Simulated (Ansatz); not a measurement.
Theory: DFT, m-r2SCAN, plane waves (500 eV) with PAW, scalar-relativistic in Ansatz 0.2.0. (PAW data from PBE, frozen cores regenerated.)

An element in the bcc structure gives this curve. The cell is scaled uniformly from the relaxed one, with fractional coordinates and shape fixed. Energies are extrapolated to zero smearing, pressures are those at the given smearing. Magnetic state: non-magnetic.

| V (Å³/atom) | E − E₀ (meV/atom) | P (GPa) |
| --- | --- | --- |
| 12.254 | 243.5 | 52.93 |
| 12.811 | 99.3 | 31.12 |
| 13.368 | 22.7 | 13.81 |
| 13.925 | -0.1 | 0.06 |
| 14.482 | 19.8 | -10.82 |
| 15.039 | 73.4 | -19.42 |
| 15.596 | 153.6 | -26.17 |

Question: Which element is it?
A. iridium
B. ruthenium
C. platinum
D. molybdenum

Answer: B. Its fit is V₀ = 13.92 Å³/atom, B₀ = 305 GPa, B₀′ = 4.8.

m-r²SCAN is r²SCAN on the gauge-invariant kinetic-energy density; without spin polarisation the two are equal.
